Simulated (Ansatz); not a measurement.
This guess for Na₂CdAuC₆N₆ is about to be relaxed.

Space group Fm-3m (No. 225). a = 10.357 Å, b = 10.357 Å, c = 10.357 Å, α = 90.00°, β = 90.00°, γ = 90.00°
```csv
atom,site,symmetry,x,y,z
Na,8c,-43m,0.2500,0.7500,0.7500
Cd,4a,m-3m,0.0000,0.0000,0.0000
C,24e,4m.m,0.1932,0.0000,0.0000
Au,4b,m-3m,0.5000,0.0000,0.0000
N,24e,4m.m,0.3062,0.0000,0.0000
```

Method: DFT PBE, scalar-relativistic, plane waves, PAW (Ansatz 0.2.0). Cutoff 420 eV, Gaussian smearing, Γ-centred meshes. Cell and atoms relax first on a coarse mesh and then on a finer one. In between, the cell is made exact in the group found at 0.06 Å. In metals the finer mesh still leaves noise of several meV/atom or more. The steps can't lower the symmetry of their start. Collinear spin is switched on along the way, since trial moments persisted in a coarse test.

A guess keeps its type if space group and coordination stay and the shape of the cell changes little (axis ratios within about 15 %, angles within 6°); the volume may change.

Q: Will the relaxed cell still be of the starting type?

A: It keeps its type. The symmetry stays Fm-3m (No. 225). The volume per atom grows by 47.0 %, from 17.4 to 25.5 Å³. The shortest distance stays 1.17 Å (C–N). Counting neighbours within 15 % of an atom's shortest distance, the start has Au 6, C 1, Cd 6, N 1, Na 24 and the end Au 6, C 1, Cd 6, N 1, Na 24.

Formation energies are uncorrected and refer to the elements' standard structures at the same level (N₂ as a molecule).

Q: At what energy does it end?

A: +0.60 eV/atom. The separate elements lie lower, so it is unstable against them.

The last run used collinear spin, a 6×6×6 mesh for its 16-atom cell and Gaussian smearing of 0.10 eV. These runs have no spin–orbit coupling, which can matter for Au. The reference form of C is held partly by dispersion forces, which this level lacks. The magnetic state reached may not be the lowest. A structure relaxed within its symmetry needn't be a true minimum.
